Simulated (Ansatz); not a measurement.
# Thermal properties of Zr5TiN6 from its phonons

These are results of Ansatz, DFT PBE, scalar-relativistic, plane waves, PAW, not measurements. Settings: 420 eV plane-wave cutoff, Γ-centred 12×12×4 mesh, Fermi-Dirac smearing of 0.15 eV. No spin polarisation. Phonons by linear response, acoustic sum rule imposed.

The cell, relaxed at this level:
```cif
data_structure
_symmetry_space_group_name_H-M 'P4/mmm'
_symmetry_Int_Tables_number 123
_cell_length_a 3.2210
_cell_length_b 3.2210
_cell_length_c 13.6297
_cell_angle_alpha 90.000
_cell_angle_beta 90.000
_cell_angle_gamma 90.000
_cell_volume 141.40
loop_
_atom_site_label
_atom_site_type_symbol
_atom_site_symmetry_multiplicity
_atom_site_Wyckoff_symbol
_atom_site_fract_x
_atom_site_fract_y
_atom_site_fract_z
_atom_site_occupancy
Zr1 Zr 2 g 0.00000 0.00000 0.83122 1
Zr2 Zr 1 c 0.50000 0.50000 0.00000 1
Zr3 Zr 2 h 0.50000 0.50000 0.34042 1
Ti1 Ti 1 b 0.00000 0.00000 0.50000 1
N1 N 1 a 0.00000 0.00000 0.00000 1
N2 N 2 h 0.50000 0.50000 0.16948 1
N3 N 2 g 0.00000 0.00000 0.33927 1
N4 N 1 d 0.50000 0.50000 0.50000 1
```

The cell was found from a structure generator's guess, not taken from experiment. In a metal, frequencies and elastic constants depend on the k mesh and the smearing, soft modes and shear constants most. The q mesh is coarse, so values between its points are rough.

Force constants from linear response on a 2×2×1 q mesh, interpolated to a fine mesh.

(1) What is the zero-point energy per atom?

(2) How large are the vibrational entropy and heat capacity at 300 K?

(3) Tabulate them against temperature.

## Answers

(1) 60.9 meV.

(2) S = 2.37 k_B and C_V = 2.40 k_B per atom, 80 % of the Dulong–Petit value.

(3)
```
T (K)  F_vib (meV/atom)  S (k_B/atom)  C_V (k_B/atom)
  100              59.6          0.50            0.97
  200              51.0          1.49            1.92
  300              34.2          2.37            2.40
  400              10.6          3.10            2.63
  500             -18.8          3.70            2.75
  600             -52.9          4.21            2.82
  700             -91.1          4.65            2.87
  800            -132.9          5.03            2.90
  900            -177.7          5.37            2.92
 1000            -225.4          5.68            2.93
```
